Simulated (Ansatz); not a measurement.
The relaxed structure here is a generated cell of InSb: the first start was made by placing the elements on the sites of a structure type, and the end was not matched to a known phase here, so it may be hypothetical. Known forms of InSb include space group No. 216.

The end point of a relaxation of InSb. Method: PBEsol (plane waves to 420 eV, PAW, scalar-relativistic; Ansatz, a quantum-chemistry and plane-wave program).

```
CELL_PARAMETERS angstrom
      2.30611     1.33143     7.59950
     -2.30611     1.33143     7.59950
      0.00000    -2.66286     7.59950
ATOMIC_POSITIONS crystal
  Sb 0.56191 0.56191 0.56191
  In 0.06146 0.06146 0.06146
  Sb 0.43809 0.43809 0.43809
  In 0.93854 0.93854 0.93854
```

**Question.** Determine the symmetry and give the standard cell with its independent sites.

**Answer.** Space group R-3m, hexagonal axes (No. 166); a = 4.612 Å, b = 4.612 Å, c = 22.799 Å, α = 90.00°, β = 90.00°, γ = 120.00°

```
atom  site  symmetry       x       y       z
----  ----  --------  ------  ------  ------
Sb      6c        3m  0.0000  0.0000  0.4381
In      6c        3m  0.0000  0.0000  0.0615
```

**Question.** Give the shortest distances between elements (the closest pairs, up to four, under 3.6 Å).

**Answer.** In–In 2.80 Å; Sb–Sb 2.82 Å; In–Sb 2.84 Å.

```json
{
  "volume_per_atom": "35.00 Å³",
  "band_gap": "zero, with touching bands (no spin-orbit coupling)"
}
```

No spin polarisation in the result. Spin-orbit coupling is missing; with elements this heavy it can move band edges by tenths of an eV or more.

The run could not lose the symmetry of its start, so the end can be a saddle point.

It was reached from a disturbed copy of a F-43m (No. 216) cell (zinc blende type), against which it lies +0.09 eV/atom.
